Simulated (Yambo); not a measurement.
## Optical response of Li$_{2}$WS$_{4}$ monolayer

```
Li2WS4
1.0
    5.97484     0.00000     0.00000
    0.00000     5.97484     0.00000
    0.00000     0.00000    15.50000
Li S W
2 4 1
Direct
  0.00000   0.50000   0.00000
  0.50000   0.00000   0.00000
  0.78516   0.78516   0.07968
  0.78516   0.21484   0.92032
  0.21484   0.21484   0.07968
  0.21484   0.78516   0.92032
  0.00000   0.00000   0.00000
```

Yambo, RPA with local fields on PBEsol bands; 4×4×1 mesh, 129 bands, 2 Ry local-field block, 0.2 eV broadening; field along x.

```tsv
E (eV)	Im α (Å)	Re α (Å)	Im α, independent particles
0.0	0.00	0.92	0.00
0.5	0.00	0.93	0.02
1.0	0.01	0.95	0.04
1.5	0.02	0.98	0.09
2.0	0.03	1.03	0.19
2.5	0.08	1.14	0.73
3.0	0.25	1.13	2.31
3.5	0.21	1.10	1.04
4.0	0.32	1.27	2.67
4.5	0.49	1.34	1.72
5.0	0.82	1.21	1.62
5.5	0.64	1.18	1.26
6.0	1.15	1.31	1.57
6.5	1.00	1.15	2.42
7.0	2.29	1.82	1.50
7.5	1.74	-0.79	1.39
8.0	0.87	-0.18	1.16
8.5	0.97	0.04	1.47
9.0	0.85	-0.11	1.23
9.5	0.86	0.05	1.50
10.0	0.89	-0.17	1.18
10.5	0.78	-0.08	1.10
11.0	0.75	-0.18	1.00
11.5	0.68	-0.21	0.89
12.0	0.60	-0.21	0.83
12.5	0.59	-0.24	0.68
13.0	0.53	-0.23	0.65
13.5	0.52	-0.22	0.65
14.0	0.47	-0.21	0.52
14.5	0.47	-0.17	0.52
15.0	0.47	-0.26	0.42
15.5	0.43	-0.23	0.35
16.0	0.39	-0.27	0.28
16.5	0.39	-0.24	0.23
17.0	0.36	-0.26	0.19
17.5	0.35	-0.27	0.15
18.0	0.29	-0.29	0.14
18.5	0.28	-0.28	0.12
19.0	0.25	-0.29	0.09
19.5	0.22	-0.26	0.08
20.0	0.21	-0.24	0.08
```

α is the in-plane polarisability per area of the layer, a length; absorbance is 4πω Im α/c. Peak heights and small wiggles depend on the k mesh. Convergence of the RPA response with its 4×4×1 mesh was not tested. No excitonic effects at this level.

Without spin-orbit coupling, band edges of such heavy elements can be off by tenths of an eV.

Geometry relaxed with PBEsol.

This is a model layer cut from the bulk structure; whether it is stable on its own was not checked.
